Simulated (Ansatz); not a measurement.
Strain response of CrO$_{2}$

Theory: Ansatz 0.2.0, DFT PBEsol, scalar-relativistic, plane waves, PAW. Settings: 420 eV cutoff, 8×8×12 k-mesh, Gaussian smearing of 0.10 eV, collinear spin.

Reference structure (relaxed):

```yaml
crystal:
  lattice:
    - [4.39222, 0.00000, 0.00000]
    - [0.00000, 4.39222, 0.00000]
    - [0.00000, 0.00000, 2.88773]
  atoms:
    - { symbol: Cr, position: [0.00000, 0.00000, 0.50000] }
    - { symbol: Cr, position: [0.50000, 0.50000, 0.00000] }
    - { symbol: O, position: [0.19670, 0.19670, 0.00000] }
    - { symbol: O, position: [0.30330, 0.69670, 0.50000] }
    - { symbol: O, position: [0.80330, 0.80330, 0.00000] }
    - { symbol: O, position: [0.69670, 0.30330, 0.50000] }
```

Deformation: biaxial strain in the a-b plane, with the length and tilt of c and the atoms relaxed, all within the symmetry that the strain leaves. Energies are extrapolated to zero smearing.

| strain (%) | ΔE (meV/atom) | a (Å) | b (Å) | c (Å) | moment (μB/cell) |
| --- | --- | --- | --- | --- | --- |
| -4.5 | 54.1 | 4.195 | 4.195 | 2.995 | 4.00 |
| -3.0 | 23.3 | 4.260 | 4.260 | 2.957 | 4.00 |
| -1.5 | 5.6 | 4.326 | 4.326 | 2.921 | 4.00 |
| +0.0 | 0.0 | 4.392 | 4.392 | 2.888 | 4.00 |
| +1.5 | 5.4 | 4.458 | 4.458 | 2.858 | 4.00 |
| +3.0 | 20.7 | 4.524 | 4.524 | 2.830 | 4.00 |
| +4.5 | 44.5 | 4.590 | 4.590 | 2.806 | 4.00 |

Question: What stiffness (1/V) d²E/dε² at zero strain does a cubic fit over all points give?

Answer: A cubic fit gives (1/V) d²E/dε² = 840 GPa at zero strain (twice the biaxial modulus).

Question: How does the free axis c answer a small strain?

Answer: Between the innermost points its strain is -0.73 times the applied one.